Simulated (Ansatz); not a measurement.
## Property card for AlInN2

AlInN$_{2}$:
```yaml
crystal:
  lattice:
    - [3.33615, 0.00000, 0.00000]
    - [-1.66807, 2.88919, 0.00000]
    - [0.00000, 0.00000, 5.49983]
  atoms:
    - { symbol: In, position: [0.33333, 0.66667, 0.00706] }
    - { symbol: N, position: [0.33333, 0.66667, 0.40750] }
    - { symbol: Al, position: [0.66667, 0.33333, 0.50719] }
    - { symbol: N, position: [0.66667, 0.33333, 0.84825] }
```

Space group P3m1 (No. 156); conventional cell a = 3.336 Å, b = 3.336 Å, c = 5.500 Å, α = 90.00°, β = 90.00°, γ = 120.00°.

Method: the program Ansatz at the PBE level (PAW). Geometry: relaxed at this level of theory. Other levels are named where they apply.

### Cell and energy

* **Volume per atom**: 13.25 Å³
* **Density**: 5.32 g/cm³
* **Formation energy from the elements (no fitted shifts)**: -47 kJ/mol of atoms

### Electronic structure

* **Band gap**: 0.89 eV (direct)
* **Valence-band maximum**: at Γ
* **Conduction-band minimum**: at Γ
* **Electron effective mass**: 0.13, 0.13, 0.15 mₑ (principal values)
* **Electron effective mass with spin–orbit coupling**: 0.13, 0.13, 0.15 mₑ (principal values)
* **Hole effective mass, band 1 of 2 at the edge**: 2.1 along x, 4.1 along z (mₑ)
* **Hole effective mass, band 2 of 2 at the edge**: 0.14 along x, 4.1 along z (mₑ)
* **Hole effective mass with spin–orbit coupling**: 0.33, 0.33, 4.5 mₑ (principal values)
* **Gap with spin–orbit coupling**: 0.88 eV

### Mechanics

- Bulk modulus (Birch–Murnaghan fit): 150 GPa
- Pressure derivative B′: 4.2

The start of the workflow was typed in or built on a structure type; neither database checked (COD, Materials Project) lists it. Whether it is the stable phase at ambient conditions was not checked. The cell was relaxed with PBE under the symmetry of its start; its stability against distortions is not shown here. The references are the lowest solids computed at this level, not always the standard phases (solids in place of the gases). Scalar-relativistic: spin–orbit coupling is off unless named, which matters more the heavier the elements.

Potentials: the earlier of the program's two PAW sets.
